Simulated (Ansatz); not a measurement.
Y (fcc (Cu type), Fm-3m) at seven volumes, PBEsol (plane waves, PAW; program Ansatz), scaled uniformly. One row is withheld.

```csv
V (Å³/atom),P (GPa)
28.049,4.57
28.974,2.85
29.899,?
30.824,0.00
31.748,-1.17
32.673,-2.21
33.598,-3.13
```

### Question
Fit the shown pressures and predict the withheld one.

### Answer
P = (3/2)B₀(x^(7/2) − x^(5/2))[1 + (3/4)(B′ − 4)(x − 1)] with x = (V₀/V)^(2/3). Least squares on the six rows gives V₀ = 30.826 Å³/atom, B₀ = 41.7 GPa, B′ = 3.18. At V = 29.899, x = 1.0206 and P = 1.34 GPa. The run itself gave 1.34 GPa.

The workflow started from an entry of the Crystallography Open Database (COD), which files this formula under 2 space groups. It is not the phase usual at ambient conditions (space group No. 194). The cell was relaxed with PBEsol under the symmetry of its start; its stability against distortions is not shown here. The run is not spin-polarised.

Potentials: the later of the program's two PAW sets.
